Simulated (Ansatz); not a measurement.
Relaxation of a generated trial cell of Zn in the AFLOW prototype A_tP4_129_ac (A_d); 4 atoms in the cell, which starts as P4/nmm, origin choice 1 (No. 129), tP4; a = b = 4.439 Å, c = 3.071 Å, α = β = γ = 90.00°. The numbers are results of r2SCAN (plane waves to 500 eV, PAW, scalar-relativistic; Ansatz, an electronic-structure program), not measurements. Γ-centred k-mesh 7×7×11 on the run's cell (coarser than for final values), Fermi–Dirac smearing 0.05 eV. This is the first round of the run. 

The optimiser's lines from the output (shortened; P is positive under compression):

```
relax step   1: F+E_penalty+E_count = -13301.93504233 eV  Δ(F+E_penalty+E_count) = +0.000e0 eV  max|allowed force component| = 9.226e-1 eV/Å  Δτ_max = 0.0000 Å  P = +0.934 GPa  Ω = 60.504 Å³  (9 SCF iters, dr2 threshold 1.00e-7 eV, accepted)
relax step   2: F+E_penalty+E_count = -13302.19231816 eV  Δ(F+E_penalty+E_count) = -2.573e-1 eV  max|allowed force component| = 7.323e-1 eV/Å  Δτ_max = 0.1537 Å  P = +2.081 GPa  Ω = 57.434 Å³  (9 SCF iters, dr2 threshold 4.00e-7 eV, accepted)
relax step   3: F+E_penalty+E_count = -13302.34922544 eV  Δ(F+E_penalty+E_count) = -1.569e-1 eV  max|allowed force component| = 9.507e-2 eV/Å  Δτ_max = 0.1965 Å  P = -1.990 GPa  Ω = 59.117 Å³  (10 SCF iters, dr2 threshold 4.00e-7 eV, accepted)
relax step   4: F+E_penalty+E_count = -13302.35625870 eV  Δ(F+E_penalty+E_count) = -7.033e-3 eV  max|allowed force component| = 2.363e-1 eV/Å  Δτ_max = 0.0984 Å  P = +4.430 GPa  Ω = 55.139 Å³  (9 SCF iters, dr2 threshold 4.00e-7 eV, accepted)
relax step   5: F+E_penalty+E_count = -13302.46813980 eV  Δ(F+E_penalty+E_count) = -1.119e-1 eV  max|allowed force component| = 2.998e-1 eV/Å  Δτ_max = 0.0194 Å  P = +5.890 GPa  Ω = 54.715 Å³  (9 SCF iters, dr2 threshold 4.00e-7 eV, accepted)
relax step   6: F+E_penalty+E_count = -13302.54611963 eV  Δ(F+E_penalty+E_count) = -7.798e-2 eV  max|allowed force component| = 7.414e-3 eV/Å  Δτ_max = 0.0813 Å  P = +0.163 GPa  Ω = 58.739 Å³  (9 SCF iters, dr2 threshold 4.00e-7 eV, accepted)
relax step   7: F+E_penalty+E_count = -13302.54778427 eV  Δ(F+E_penalty+E_count) = -1.665e-3 eV  max|allowed force component| = 9.679e-4 eV/Å  Δτ_max = 0.0031 Å  P = -0.133 GPa  Ω = 58.772 Å³  (5 SCF iters, dr2 threshold 4.00e-7 eV, accepted)
relax step   8: F+E_penalty+E_count = -13302.55367167 eV  Δ(F+E_penalty+E_count) = -5.887e-3 eV  max|allowed force component| = 9.313e-3 eV/Å  Δτ_max = 0.0031 Å  P = -0.736 GPa  Ω = 58.738 Å³  (6 SCF iters, dr2 threshold 4.00e-7 eV, accepted)
relax step   9: F+E_penalty+E_count = -13302.55507400 eV  Δ(F+E_penalty+E_count) = -1.402e-3 eV  max|allowed force component| = 1.001e-3 eV/Å  Δτ_max = 0.0038 Å  P = -0.046 GPa  Ω = 58.261 Å³  (5 SCF iters, dr2 threshold 4.00e-7 eV, accepted)
relax step  10: F+E_penalty+E_count = -13302.55509123 eV  Δ(F+E_penalty+E_count) = -1.722e-5 eV  max|allowed force component| = 4.516e-4 eV/Å  Δτ_max = 0.0005 Å  P = +0.013 GPa  Ω = 58.250 Å³  (4 SCF iters, dr2 threshold 5.36e-8 eV, accepted)
relax step  11: F+E_penalty+E_count = -13302.55510073 eV  Δ(F+E_penalty+E_count) = -9.506e-6 eV  max|allowed force component| = 2.747e-4 eV/Å  Δτ_max = 0.0003 Å  P = -0.007 GPa  Ω = 58.241 Å³  (5 SCF iters, dr2 threshold 1.83e-8 eV, accepted)
relax step  12: F+E_penalty+E_count = -13302.55510527 eV  Δ(F+E_penalty+E_count) = -4.533e-6 eV  max|allowed force component| = 3.128e-5 eV/Å  Δτ_max = 0.0001 Å  P = +0.000 GPa  Ω = 58.245 Å³  (4 SCF iters, dr2 threshold 1.04e-8 eV, accepted)
relax step  13: F+E_penalty+E_count = -13302.55689728 eV  Δ(F+E_penalty+E_count) = -1.792e-3 eV  max|allowed force component| = 3.663e-5 eV/Å  Δτ_max = 0.0000 Å  P = +0.011 GPa  Ω = 58.245 Å³  stress off target by 5.36e-2 GPa  SCF on the basis re-selected at this cell (its energy is not comparable with the rows above)  (7 SCF iters)
relax step  14: F+E_penalty+E_count = -13302.55689650 eV  Δ(F+E_penalty+E_count) = +7.788e-7 eV  max|allowed force component| = 2.074e-4 eV/Å  Δτ_max = 0.0001 Å  P = -0.002 GPa  Ω = 58.267 Å³  (5 SCF iters, dr2 threshold 7.18e-9 eV, accepted)
relax step  15: F+E_penalty+E_count = -13302.55691132 eV  Δ(F+E_penalty+E_count) = -1.482e-5 eV  max|allowed force component| = 2.071e-4 eV/Å  Δτ_max = 0.0000 Å  P = -0.001 GPa  Ω = 58.267 Å³  stress off target by 1.50e-3 GPa  SCF on the basis re-selected at this cell (its energy is not comparable with the rows above)  (6 SCF iters)
```

From the first to the last row the energy changes by -0.16 eV/atom and the volume by -3.7 %. The last row is marked as not comparable with the walk above it, whose basis was carried along; it does compare with step 1, since both stand on a basis selected at the nominal cutoff for their own cell.

Later rounds, restarted from the end of this one on a renewed k-mesh, logged 16 more steps and released 0.01 eV/atom more. The final structure after all rounds: I4/mmm (No. 139), tI2, AFLOW prototype A_tI2_139_a (A_a); a = 3.3583 Å, b = 3.3583 Å, c = 2.5946 Å, α = 90.00°, β = 90.00°, γ = 90.00°. Between re-selections the logged energies stand on a plane-wave basis carried along with the cell. No spin polarisation in the result.

The run could not lose the symmetry of its start, so the end can be a saddle point.

The relaxed structure here is a generated cell of Zn: the first start was made by placing the elements on the sites of a structure type, and the end was not matched to a known phase here, so it may be hypothetical. Known forms of Zn include space group No. 194.
